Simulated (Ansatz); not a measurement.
SrMoO$_{4}$:
```yaml
crystal:
  lattice:
    - [-2.69113, 2.69113, 5.94968]
    - [2.69113, -2.69113, 5.94968]
    - [2.69113, 2.69113, -5.94968]
  atoms:
    - { symbol: Sr, position: [0.00000, 0.00000, 0.00000] }
    - { symbol: Sr, position: [0.75000, 0.25000, 0.50000] }
    - { symbol: Mo, position: [0.50000, 0.50000, 0.00000] }
    - { symbol: Mo, position: [0.25000, 0.75000, 0.50000] }
    - { symbol: O, position: [0.02805, 0.43069, 0.12323] }
    - { symbol: O, position: [0.18069, 0.55746, 0.90264] }
    - { symbol: O, position: [0.30746, 0.90482, 0.87677] }
    - { symbol: O, position: [0.65482, 0.27805, 0.09736] }
    - { symbol: O, position: [0.72195, 0.81931, 0.37677] }
    - { symbol: O, position: [0.56931, 0.69254, 0.59736] }
    - { symbol: O, position: [0.44254, 0.34518, 0.62323] }
    - { symbol: O, position: [0.09518, 0.97195, 0.40264] }
```

Cartesian axes are those of the cell as given.

Q: Give the high-frequency dielectric tensor and the Born effective charge tensors of the independent atoms from DFPT, the program Ansatz at the PBEsol level (PAW).

A: 
ε∞:
```
3.74  0.00  0.00
0.00  3.74  0.00
0.00  0.00  3.77
```
Z* of atom 1 (Sr), rows: field, columns: displacement, in e:
```
 3.00  -0.16   0.00
 0.16   3.00   0.00
 0.00   0.00   2.78
```
Z* of atom 3 (Mo), rows: field, columns: displacement, in e:
```
 4.07   0.25   0.00
-0.25   4.07   0.00
 0.00   0.00   4.41
```
Z* of atom 5 (O), rows: field, columns: displacement, in e:
```
-2.09  -0.76  -0.80
-0.71  -1.44  -0.55
-0.90  -0.46  -1.80
```

Space group I4_1/a. The workflow started from a Materials Project entry (that database holds measured and hypothetical structures alike); the Crystallography Open Database files this formula in space group No. 88, but the cells were not matched. Whether it is the stable phase at ambient conditions was not checked. The cell was relaxed with PBEsol under the symmetry of its start; its stability against distortions is not shown here. No spin polarisation was allowed. No Hubbard U is applied. Scalar-relativistic: spin–orbit coupling is off unless named, which matters more the heavier the elements.

Potentials: the later of the program's two PAW sets.
